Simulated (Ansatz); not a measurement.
Ansatz (a program for electronic structure) input:

Ansatz 0.2 input:
```yaml
crystal:
  lattice:
    - [2.2466998219, 1.297132747, 3.8333319816]
    - [-2.2466998219, 1.297132747, 3.8333319816]
    - [0.0, -2.5942654939, 3.8333319816]
  atoms:
    - { symbol: Bi, position: [0.2371731497, 0.2371731497, 0.2371731497] }
    - { symbol: Bi, position: [0.7628268503, 0.7628268503, 0.7628268503] }
kpoints:
  mp_grid: { grid: [11, 11, 11] }
hamiltonian:
  xc: lda
  pseudopotentials: { azcp: { folder: ./paw }, kind: paw }
scf:
  occupations: { method: fermi_dirac, width: 0.1 }
phonons:
  method: dfpt
  response_accuracy: low
  eigenvectors: true
  rigid_motions: translations
```

Output (shortened):

```
Pseudopotential: Bi, paw, valence charge 15
Functional definition: SPW92
Crystal: 2 atoms, lattice volume = 67.028 Å³
Basis set: ecut = 420 eV, 1291 PW (Γ), exchange–correlation on 64×64×64 points (8 copies of the dense FFT grid, shifted against one another)
Bands: 19, of which v1, the nominal top of the filled ones, is band 15 counted from 1 (14 counted from 0)
Symmetry: 12 space group operations
k-points: 366 of 1331 (irreducible under 2 space group operations, time reversal used)
SCF iter   1: F=—  HF=-24175.716189 eV  |F-HF|=—  |Δ(HF+E_count)|=         —  Δρ=1.15e-2  dr2=7.68e-2  ethr=3.10e-3  ⟨swp⟩=6.0  Hψ=35085  notcnv=0
preconditioner: auto → Kerker (q_TF=auto, 2.386 Å⁻¹)
SCF iter   2: F=—  HF=-24175.700056 eV  |F-HF|=—  |Δ(HF+E_count)|=   1.61e-2  Δρ=7.23e-3  dr2=3.24e-2  ethr=2.56e-4  ⟨swp⟩=1.0  Hψ=9882  notcnv=0
SCF iter   3: F=—  HF=-24175.692921 eV  |F-HF|=—  |Δ(HF+E_count)|=   7.13e-3  Δρ=1.03e-3  dr2=1.19e-3  ethr=1.08e-4  ⟨swp⟩=2.0  Hψ=12459  notcnv=0
SCF iter   4: F=—  HF=-24175.692753 eV  |F-HF|=—  |Δ(HF+E_count)|=   1.68e-4  Δρ=3.37e-4  dr2=1.21e-4  ethr=3.96e-6  ⟨swp⟩=3.0  Hψ=12552  notcnv=0
SCF iter   5: F=—  HF=-24175.692753 eV  |F-HF|=—  |Δ(HF+E_count)|=   7.29e-7  Δρ=1.55e-4  dr2=1.95e-5  ethr=4.04e-7  ⟨swp⟩=2.0  Hψ=12042  notcnv=0
SCF iter   6: F=—  HF=-24175.692742 eV  |F-HF|=—  |Δ(HF+E_count)|=   1.06e-5  Δρ=2.07e-5  dr2=4.12e-7  ethr=6.51e-8  ⟨swp⟩=2.0  Hψ=12446  notcnv=0
SCF iter   7: F=—  HF=-24175.692744 eV  |F-HF|=—  |Δ(HF+E_count)|=   2.04e-6  Δρ=4.89e-6  dr2=2.65e-8  ethr=1.37e-9  ⟨swp⟩=2.4  Hψ=10875  notcnv=0
SCF iter   8: F=—  HF=-24175.692744 eV  |F-HF|=—  |Δ(HF+E_count)|=   3.49e-9  Δρ=1.50e-6  dr2=2.20e-9  ethr=8.82e-11  ⟨swp⟩=2.5  Hψ=12713  notcnv=0
SCF iter  10: F=-24175.692744 eV  HF=-24175.692744 eV  |F-HF|=1.09e-11  |Δ(HF+E_count)|=  7.28e-12  Δρ=6.93e-8  dr2=6.01e-12  ethr=1.00e-12  ⟨swp⟩=5.5  Hψ=27204  notcnv=0
SCF 1 converged in 10 iterations: F = -24175.692744 eV  dr2 = 6.01e-12
DFPT response loops at Γ: preconditioner auto → Kerker (q_TF=auto, 2.386 Å⁻¹) (partly filled bands, converged f_vac=0.000) …
SCF converged after 10 iterations
Free energy (F): -24175.692744 eV
Harris-Foulkes:  -24175.692744 eV  (|F-HF|=1.09e-11)
Internal energy: -24175.681096 eV  (E = F + TS)
E sigma→0 (E₀):  -24175.686920 eV
Entropy (-TS):   -0.011649 eV (-5.824 meV/atom)
Fermi energy:    10.159552 eV
--- Per-component energies (eV) ---
  E_band       = -205.696485
  E_kinetic    = 511.268826
  E_local      = -2643.914359  (includes V_loc(G=0)·N_el)
  E_nonlocal   = 825.193815
  E_hartree    = 980.809392
  E_xc         = -301.837769
  E_vxc        = -263.602520  (∫ρ·V_xc dr)
  E_paw        = -20705.230205  (= ΣΔE_a)
  E_vpaw       = -596.261464  (= ΣTr[D̂ρ^β])
  E_aug_tail   = 0.000447  (compensation charges beyond the density's cutoff)
  E_ewald      = -2841.961600
  E_core_change = -0.009642  (= ΣΔE_core)
  E_smearing   = -0.011649  (= −TS)
  E_closure    = 0.000000  (closes the sum)
  Σ components = -24175.692744   (vs F -24175.692744, Δ=0.00e0)
  [band-id]    e_kinetic+e_local+e_nonlocal+2·e_hartree+e_vxc+e_vpaw+e_augmentation_tail = -205.696472   (vs E_band -205.696485, Δ=1.29e-5)
--- Band table (eV; the first three rows and the last of 366) ---
  k-point 0: bands = ["-12.7732", "-12.7732", "-12.6003", "-12.6003", "-12.5883", "-12.3896", "-12.3815", "-12.3815", "-12.2455", "-12.2455", "-3.2966", "2.7115", "8.5796", "8.8150", "8.8150", "12.9164", "13.2124", "13.2124", "15.6934"]
  k-point 1: bands = ["-12.7653", "-12.7642", "-12.5968", "-12.5952", "-12.5836", "-12.3939", "-12.3858", "-12.3848", "-12.2555", "-12.2540", "-3.2152", "2.5050", "8.6205", "8.8210", "8.8453", "12.7054", "12.8265", "12.9780", "15.3351"]
  k-point 2: bands = ["-12.7428", "-12.7379", "-12.5873", "-12.5804", "-12.5697", "-12.4075", "-12.3984", "-12.3935", "-12.2842", "-12.2782", "-2.9729", "1.9507", "8.6974", "8.8462", "8.9493", "11.9288", "12.3049", "12.4196", "15.1559"]
  k-point 365: bands = ["-12.6490", "-12.6459", "-12.5490", "-12.5462", "-12.5303", "-12.4434", "-12.4249", "-12.4238", "-12.3856", "-12.3844", "-1.7431", "-0.1539", "8.0786", "9.1835", "9.4966", "10.6824", "11.0577", "12.1532", "17.1488"]
--- Phonons (Γ-DFPT): 2 representative perturbations + reference, on 366 of 1331 k-points (Σ response iterations 4) ---
  ASR residual: 3.500e-4 → 0.000e0 eV/Å²; symmetrization residual: 9.538e-5 eV/Å²
  ASR residual per site (eV/Å²): 3.50e-4 3.50e-4
  Γ frequencies (cm⁻¹): 0.00 0.00 0.00 64.64 64.64 95.98
  non-analytic LO–TO correction: not included (Born effective charges unavailable; polar crystals: no LO–TO splitting at Γ)
```

Cost: roughly 50 core-seconds on shared cores.

Space group R-3m (A7 (α-As type)). The cell was relaxed with LDA under the symmetry of its start. As this level gives no gap, phonon frequencies hold no LO–TO term and depend on the k-mesh and smearing (Fermi–Dirac, 0.1 eV here). Spin–orbit coupling is left out wherever it is not named.

Potentials: the earlier of the program's two PAW sets. The files were generated under PBE; for other functionals the program regenerates the frozen cores, and for LDA and PBEsol the local potential too.

Ansatz is a plane-wave DFT program.
